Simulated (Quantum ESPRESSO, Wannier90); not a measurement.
# Tl (hcp (Mg type)), plane waves to Wannier functions

```xyz
2
Lattice="3.4973 0.0000 0.0000 -1.7487 3.0288 0.0000 0.0000 0.0000 5.6466" Properties=species:S:1:pos:R:3 pbc="T T T"
Tl     1.7487    -1.0096     1.4116
Tl    -1.7487     1.0096    -1.4116
```

Structure: Materials Project mp-82, symmetrised, not relaxed again. This is the element's usual structure. Method: PBEsol plane waves in Quantum ESPRESSO 7.5 (PseudoDojo norm-conserving files, 50 Ry, no spin polarisation, no spin-orbit coupling), Bloch states on a 12×12×6 mesh through Γ, Wannier90 4.0.1. Density: 18×18×8 mesh, cold smearing 0.01 Ry. Spin-orbit coupling is left out although heavy elements are present.

A tight-binding model is made by disentanglement and projection with no localisation steps (num_iter = 0), so the 8 orbitals stay atom-like: hydrogen-like Tl: s;p, axes along x, y, z; frozen window up to 1.50 eV relative to the Fermi level. It follows pw.x to 4.7 meV rms for states up to 1.0 eV relative to the Fermi level. Matrix elements depend on this choice of orbitals and windows.

Q: What are the on-site energies relative to the Fermi level, and how fast do the hoppings decay?

A: 
```
atom  orbitals  energy (eV)
----  --------  -----------
Tl1          s        -4.82
Tl1         pz         3.46
Tl1      px py         3.37
Tl2          s        -4.82
Tl2         pz         3.45
Tl2      px py         3.37
```

| distance of the centres (Å) | largest modulus (eV) |
|---|---|
| 3–4 | 1.6 |
| 4–5 | 0.072 |
| 5–6 | 0.043 |
| 6–7 | 0.22 |
| 7–8 | 0.10 |
| 8–9 | 0.015 |
| 9–10 | 0.034 |
| 10–11 | 0.033 |
| 11–12 | 0.011 |
| 12–13 | 0.0052 |
